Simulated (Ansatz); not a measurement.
Si:
```xyz
2
Lattice="0.0000 2.7351 2.7351 2.7351 0.0000 2.7351 2.7351 2.7351 0.0000" Properties=species:S:1:pos:R:3 pbc="T T T"
Si     2.7351     2.7351     2.7351
Si     4.1026     4.1026     4.1026
```

Relaxed with PBE. Special points in fractions of this cell's reciprocal vectors: Γ (0.000, 0.000, 0.000); X (0.500, 0.000, 0.500); U (0.625, 0.250, 0.625); K (0.375, 0.375, 0.750); L (0.500, 0.500, 0.500); W (0.500, 0.250, 0.750).

Q: List the band energies nearest the valence-band maximum at these points for PBE (plane waves, PAW; program Ansatz).

A: In eV from the valence-band maximum; about four levels below and three above (degenerate sets whole), none deeper than 8.9 eV; points with the same levels are listed once.

```csv
k,below,above
Γ,0.00 0.00 0.00,2.55 2.55 2.55
X,-7.75 -7.75 -2.79 -2.79,0.75 0.75 9.92 9.92
U,-8.16 -7.17 -4.20 -2.38,1.23 4.11 7.37
L,-6.87 -1.18 -1.18,1.46 3.35 3.35
W,-7.59 -7.59 -3.76 -3.76,4.27 4.27 4.92 4.92
```

Space group Fd-3m (diamond). The PBE relaxation kept the symmetry of its start.

Potentials: the later of the program's two PAW sets.
